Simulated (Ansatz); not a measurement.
Relaxed-ion elastic tensor of Zr (hcp (Mg type), space group No. 194) in GPa (Voigt order), DFT-LDA in the program Ansatz with PAW potentials; density 6.95 g/cm³, 21.79 Å³ per atom.

```
 128  89.7  81.0   0.0   0.0   0.0
89.7   128  81.0   0.0   0.0   0.0
81.0  81.0   175   0.0   0.0   0.0
 0.0   0.0   0.0  18.0   0.0   0.0
 0.0   0.0   0.0   0.0  18.0   0.0
 0.0   0.0   0.0   0.0   0.0  19.2
```

**Question.** Is the crystal mechanically stable?

**Answer.** Yes: the smallest eigenvalue of C is 18.0 GPa.

**Question.** Work out the Voigt, Reuss and Hill averages.

**Answer.** K_V = 104, K_R = 103, K_H = 103; G_V = 23.1, G_R = 20.8, G_H = 21.9 GPa.

**Question.** Give Young's modulus, Poisson's ratio, Pugh's ratio and the universal anisotropy index.

**Answer.** E = 9KG/(3K + G) = 61.5 GPa; ν = 0.40; K/G = 4.70 (ductile by the Pugh limit of 1.75); A_U = 5G_V/G_R + K_V/K_R − 6 = 0.54.

**Question.** Estimate the sound speeds and the Debye temperature.

**Answer.** v_l = √((K + 4G/3)/ρ) = 4360 m/s, v_t = √(G/ρ) = 1780 m/s, mean 2010 m/s; Θ = (h/k)(3n/4πV)^(1/3) v_m = 214 K.

**Question.** Solve the Christoffel equation for the three sound speeds along x, y, z.

**Answer.** Eigenvalues of C_ijkl n_j n_l equal ρv². In km/s, slowest first: x 1.61, 1.66, 4.29; y 1.61, 1.66, 4.29; z 1.61, 1.61, 5.02.

**Question.** How much does each axis shrink under pressure?

**Answer.** Linear compressibilities β_i = Σ_j S_ij (j = 1 to 3): x 3.8, y 3.8, z 2.2 per TPa.

Space group P6_3/mmc (hcp (Mg type)). The cell was relaxed with LDA under the symmetry of its start; of distortions, only those at the zone centre were tested. No spin polarisation was allowed. As this level gives no gap, shear constants depend on the k-mesh and smearing (Fermi–Dirac, 0.1 eV here).

Potentials: the earlier of the program's two PAW sets.
